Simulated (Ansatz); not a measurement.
Values for one crystal, relaxed and computed with the program Ansatz at the r²SCAN level (PAW); other levels are named.

| Quantity | Result |
|---|---|
| Volume per atom | 24.12 Å³ |
| Electronic character | metallic (no gap) |
| Bulk modulus (Birch–Murnaghan fit) | 453 kbar |
| Pressure derivative B′ | 4.7 |
| Mechanical stability | unstable (C has a negative eigenvalue) |
| Elastic constants (relaxed ions, GPa) | C11 = 30.8, C12 = 51.6, C44 = -23.6 |
| Density of states at the Fermi level | 0.62 states/eV per atom (mean over ±0.08 eV) |

**Question.** Which of these materials gives this?
A) La, diamond
B) Sn, diamond
C) Ga, diamond
D) Re, diamond

**Answer.** C, Ga, diamond

Space group Fd-3m (diamond). The start of the workflow was typed in or built on a structure type; neither database checked (COD, Materials Project) lists it. It is not the phase usual at ambient conditions (space group No. 64). Symmetry was held in the r²SCAN relaxation. The volume moved by -21 % from the start of the relaxation. As this level gives no gap, shear constants depend on the k-mesh and smearing (Fermi–Dirac, 0.1 eV here). Spin–orbit coupling is left out wherever it is not named.

Potentials: the earlier of the program's two PAW sets.
